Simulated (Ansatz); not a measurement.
Relaxed CdTe (zinc blende):

```xyz
2
Lattice="0.0000 3.3090 3.3090 3.3090 0.0000 3.3090 3.3090 3.3090 0.0000" Properties=species:S:1:pos:R:3 pbc="T T T"
Te     4.9635     4.9635     4.9635
Cd     0.0000     0.0000     0.0000
```

Scan: atom 2 (Cd, nearest neighbour Te at 2.866 Å; its periodic images, 4.7 Å or more away, move with it) is displaced along Cartesian z, direction (0.000, 0.000, 1.000) in Cartesian axes, by s. The other atoms stay.

Method: PBE (plane waves to 420 eV, PAW, scalar-relativistic; Ansatz, a quantum-chemistry and plane-wave program). k mesh 7×7×7 (Γ-centred), Fermi-Dirac smearing 0.05 eV. Energies are smeared free energies. CdTe was relaxed with its symmetry unable to fall. Spin-orbit coupling is left out, though Te is heavy. ΔE is measured from the undisplaced structure.

Task: Estimate the ΔE (eV/cell) for s (Å) = -0.860, -0.516, -0.344, -0.172, 0.172, 0.516, 0.688, 0.860.

Result: 
```
s (Å)   ΔE (eV/cell)
------  ------------
-0.860         1.192
-0.516         0.470
-0.344         0.215
-0.172         0.055
0.172          0.055
0.516          0.470
0.688          0.803
0.860          1.192
```

(A displaced cell: forces are minus the slopes of the energy, force constants its curvatures, and phonons follow from these.)
